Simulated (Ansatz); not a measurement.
Structure relaxation, ZrCu

The start is a relaxed ZrCu cell deformed by the Cartesian strain tensor (xx, yy, zz, yz, xz, xy) = (0.036, 0.126, -0.064, -0.002, 0.108, -0.018). The cell and all atomic positions are relaxed at zero pressure with PBEsol (plane waves to 420 eV, PAW, scalar-relativistic; Ansatz, an electronic-structure program). First-step values are on the input's coarse k-mesh.

Ansatz input (later rounds restart from its end on a renewed k-mesh):
Ansatz 0.2 input:
```yaml
crystal:
  lattice:
    - [3.4028562334, -4.6497873603, 0.3588876936]
    - [3.2560446601, 4.534092171, 0.3384971973]
    - [-0.8600587754, 0.0117774556, 4.6704471682]
  atoms:
    - { symbol: Zr, position: [0.905850682, 0.905850682, 0.003341933] }
    - { symbol: Zr, position: [0.4080871957, 0.4080871957, 0.977901941] }
    - { symbol: Zr, position: [0.2708955317, 0.825581605, 0.5930410347] }
    - { symbol: Zr, position: [0.825581605, 0.2708955317, 0.5930410347] }
    - { symbol: Cu, position: [0.7185466082, 0.7185466082, 0.4470596477] }
    - { symbol: Cu, position: [0.3031231505, 0.3031231505, 0.4347158268] }
    - { symbol: Cu, position: [0.9459348358, 0.4454603911, 0.153209291] }
    - { symbol: Cu, position: [0.4454603911, 0.9459348358, 0.153209291] }
basis: { ecutwfc: 420, ecutrho_ratio: 4, xc_grid: 2, fft_grid_basis: typed }
kpoints: { mp_grid: { grid: [6, 6, 7] } }
hamiltonian:
  xc: pbesol
  dispersion: none
  pseudopotentials: { kind: paw }
scf: { occupations: { method: fermi_dirac, width: 0.05 } }
relax: { f_tol: 0.01, max_steps: 100, cell: { stress_tol: 0.02 } }
output: { forces: true, stress: true }
```

- Initial pressure: -5.2 GPa (negative: the cell is under tension)
- Volume change: -7.7 %, from 18.19 to 16.79 Å³/atom
- Shortest distances (start → end): The closest pairs of elements (up to four, under 3.6 Å), start → end: Cu–Zr 2.33 → 2.66 Å; Cu–Cu 2.69 → 2.52 Å; Zr–Zr 3.00 → 3.02 Å
- Band gap at the end: no gap (metallic)
- Optimiser moves: 17

It ends as:

```xyz
8
Lattice="5.1864 0.0000 0.0000 -1.1582 5.0941 0.0000 -0.8097 -0.8963 5.0846" Properties=species:S:1:pos:R:3 pbc="T T T"
Zr     3.6485     2.6578     3.9692
Zr     1.1996     0.3856     4.1564
Zr    -0.4300     1.5399     1.1153
Zr     2.0189     3.8122     0.9282
Cu    -0.5645     4.2432     1.7262
Cu     2.2105     1.2085     1.8398
Cu     1.0080     2.9893     3.2447
Cu     3.7830    -0.0454     3.3584
```

Final values are on a 10×9×9 k-mesh of the relaxed cell. No spin polarisation in the result.

Of the parent cell (Cm (No. 8)): The relaxation started from an entry of Materials Project.

The cell that was disturbed is our relaxation of an entry of Materials Project.
